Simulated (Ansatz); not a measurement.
Starting cell, Rh (fcc, Cu type):

```yaml
crystal:
  lattice:
    - [3.80000, 0.00000, 0.00000]
    - [0.00000, 3.80000, 0.00000]
    - [0.00000, 0.00000, 3.80000]
  atoms:
    - { symbol: Rh, position: [0.00000, 0.00000, 0.00000] }
    - { symbol: Rh, position: [0.50000, 0.50000, 0.00000] }
    - { symbol: Rh, position: [0.50000, 0.00000, 0.50000] }
    - { symbol: Rh, position: [0.00000, 0.50000, 0.50000] }
```

In this cell atom 1 (Rh, nearest neighbour Rh at 2.687 Å; its periodic images, 3.8 Å or more away, move with it) is moved by s along Cartesian x, unit vector (1.000, 0.000, 0.000); all other atoms and the cell stay fixed.

Level of theory: r2SCAN (plane waves to 500 eV, PAW, scalar-relativistic; Ansatz, an electronic-structure program). k mesh 10×10×10 (Γ-centred), Fermi-Dirac smearing 0.05 eV. With partly filled bands, energies and forces of such displacements shift with the k mesh and the smearing. F∥ is the force on the atom along that direction. Rh is run without spin polarisation. Rh was relaxed with its symmetry unable to fall. 

| s (Å) | F∥ (eV/Å) |
|---|---|
| -0.270 | 3.274 |
| -0.216 | 2.549 |
| -0.162 | 1.889 |
| -0.108 | 1.255 |
| -0.054 | 0.627 |
| 0.000 | 0.000 |
| 0.054 | -0.627 |
| 0.108 | -1.255 |
| 0.162 | -1.889 |
| 0.216 | -2.549 |
| 0.270 | -3.274 |

Problem. What is the force constant k = d²E/ds² of this move at s = 0?

Solution. 11.6 eV/Å². The forces along the line at the two nearest points give (0.627 − (-0.627)) / (2·0.054) = 11.61 eV/Å²; the next pair corrects for the finite step.

(A displaced cell: forces are minus the slopes of the energy, force constants its curvatures, and phonons follow from these.)
